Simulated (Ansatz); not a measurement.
What DFT gives for TlZnSe$_{2}$

```yaml
crystal:
  lattice:
    - [-3.93820, 3.93820, 3.33930]
    - [3.93820, -3.93820, 3.33930]
    - [3.93820, 3.93820, -3.33930]
  atoms:
    - { symbol: Zn, position: [0.75000, 0.25000, 0.50000] }
    - { symbol: Zn, position: [0.25000, 0.75000, 0.50000] }
    - { symbol: Tl, position: [0.25000, 0.25000, 0.00000] }
    - { symbol: Tl, position: [0.75000, 0.75000, 0.00000] }
    - { symbol: Se, position: [0.67140, 0.17140, 0.84280] }
    - { symbol: Se, position: [0.17140, 0.32860, 0.50000] }
    - { symbol: Se, position: [0.32860, 0.82860, 0.15720] }
    - { symbol: Se, position: [0.82860, 0.67140, 0.50000] }
```

Single point in Ansatz 0.2.0 with r2SCAN, no spin polarisation. Cutoff 500 eV, PAW datasets, 7×7×7 Γ-centred k mesh, fermi-dirac filling (width 0.039 eV).

- Charges: Bader charges in e: Tl +0.62, Zn +0.79, Se -0.71. In the mean Zn gives up most and Se takes most.
- Forces: The largest is on Se5 (and as large on other atoms): 0.66 eV/Å, components (-0.46, -0.46, 0.00). It makes 41° with the line to a nearest neighbour, Zn2 at 2.54 Å, pointing towards it.
- At the Fermi level: It is a metal, with about 7.7 states/eV a cell as the mean within 0.25 eV of the Fermi level, mostly Se p (88 %).
- Stress: The pressure is -3.0 GPa (compression positive), so with the atoms held at these fractions the cell would first shrink. The principal stresses -3.5, -3.5, -2.1 GPa differ, so its shape would change too.

Origin: a known structure type with other elements, at an estimated volume, so it need not be a known compound. Caveats: many states at the Fermi level without spin polarisation, so a magnetic state may lie lower.
